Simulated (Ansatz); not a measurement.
A crystal relaxed with r2SCAN in Ansatz has space group Cm (No. 8) and a = 12.904 Å, b = 3.780 Å, c = 6.429 Å, β = 112.9°.

```tsv
atom	site	x	y	z
Al	2a	0.5149	0.5000	0.6849
La	2a	0.7127	0.0000	0.0072
Xx	2a	0.6730	0.5000	0.7808
Xx	2a	0.9188	0.0000	0.3745
La	2a	0.9875	0.5000	0.2188
La	2a	0.7803	0.5000	0.5352
Xx	2a	0.6738	0.0000	0.3391
Xx	2a	0.9889	0.5000	0.8094
```

With r2SCAN the valence top lies at D₂–A (0.08 of the way from D₂) and the conduction bottom at Γ, 0.85 eV higher; the smallest vertical gap, at Γ, is 1.67 eV. With HSE06 the valence top lies at D₂–A (0.08 of the way from D₂) and the conduction bottom at Γ, 1.44 eV higher; the smallest vertical gap, at Γ, is 2.28 eV. Meshes: r2SCAN 8×8×4, HSE06 4×4×4.

Problem. Which element is Xx?
A. N
B. Bi
C. As
D. Sb

Solution. A. Xx is N: La₃AlN₄, ordered on the wurtzite lattice (Cm) with 8 atoms a cell (no longer in that coordination). Al has 4 N at 1.89–2.13 Å; La has 5 N at 2.32–2.79 Å; N has 1 Al at 1.89 Å and 3 La at 2.32–2.47 Å; N has 1 Al at 1.90 Å and 3 La at 2.46–2.79 Å; La has 4 N at 2.22–2.64 Å; La has 4 N at 2.39–2.58 Å; N has 4 La at 2.22–2.39 Å; N has 2 Al at 2.13 Å and 3 La at 2.58–2.67 Å.

The cell comes from a prototype generator: it can be a known phase or a hypothetical one. Spin polarisation is off.

Spin-orbit coupling is left out.

Where an edge lies off the special points, it is a point of the mesh or the k point where a search put PBE's edge or least direct gap, reused for the other functionals, whose own edges may lie a little apart.

The meshes of the hybrids are coarse, so their gaps aren't converged to the digits shown.
